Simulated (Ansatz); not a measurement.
The relaxed structure here is a generated cell of AlNi: the first start was made by placing the elements on the sites of a structure type, and the end was not matched to a known phase here, so it may be hypothetical. Known forms of AlNi include space group No. 221.

A relaxed cell of AlNi (Pmmn (No. 59)), relaxed on a k-mesh at least as fine as the one used below. The numbers are results of PBE (plane waves to 420 eV, PAW, scalar-relativistic; Ansatz, a quantum-chemistry and plane-wave program), not measurements. Γ-centred k-mesh 12×9×4 on the run's cell (coarser than for final values), Fermi–Dirac smearing 0.05 eV.

```
CELL_PARAMETERS angstrom
      2.73548     0.00000     0.00000
      0.00000     3.62101     0.00000
      0.00000     0.00000    10.18606
ATOMIC_POSITIONS crystal
  Al 0.00000 0.00000 0.33076
  Al 0.00000 0.00000 0.83076
  Al 0.50000 0.50000 0.16924
  Al 0.50000 0.50000 0.66924
  Ni 0.00000 0.00000 0.07456
  Ni 0.00000 0.00000 0.57456
  Ni 0.50000 0.50000 0.42544
  Ni 0.50000 0.50000 0.92544
```

The atoms are displaced by (Å):

| atom | ux | uy | uz |
|---|---|---|---|
| Al1 | -0.111 | -0.005 | 0.103 |
| Al2 | 0.017 | 0.095 | 0.050 |
| Al3 | -0.002 | 0.007 | -0.030 |
| Al4 | 0.018 | 0.088 | -0.067 |
| Ni5 | -0.048 | -0.051 | -0.111 |
| Ni6 | -0.135 | -0.026 | -0.050 |
| Ni7 | 0.028 | 0.046 | -0.103 |
| Ni8 | -0.039 | -0.035 | -0.035 |

Question: What forces (eV/Å) and pressure result?

Answer: 
```csv
atom,Fx,Fy,Fz
Al1,0.73,0.47,-1.41
Al2,-0.21,-0.88,-1.23
Al3,-0.22,-0.29,0.02
Al4,-0.55,-0.74,0.40
Ni5,0.10,0.31,0.85
Ni6,0.64,0.81,0.43
Ni7,-0.72,-0.55,0.69
Ni8,0.23,0.87,0.25
```

Pressure +2.9 GPa.

Question: Estimate the energy cost of the displacement in the harmonic approximation and compare with the calculation.

Answer: For a harmonic well ΔE = −½ Σ F·u = 0.445 eV a cell, or 56 meV/atom. The calculated energy relative to the undisplaced cell is +0.05 eV/atom, so the harmonic estimate holds well.

No spin polarisation in the result: the starting moments vanished. A magnetic state may lie lower.

The run that gave the undisplaced cell could not lose the symmetry of its start; a randomly shaken copy of 8 atoms returns to this structure.
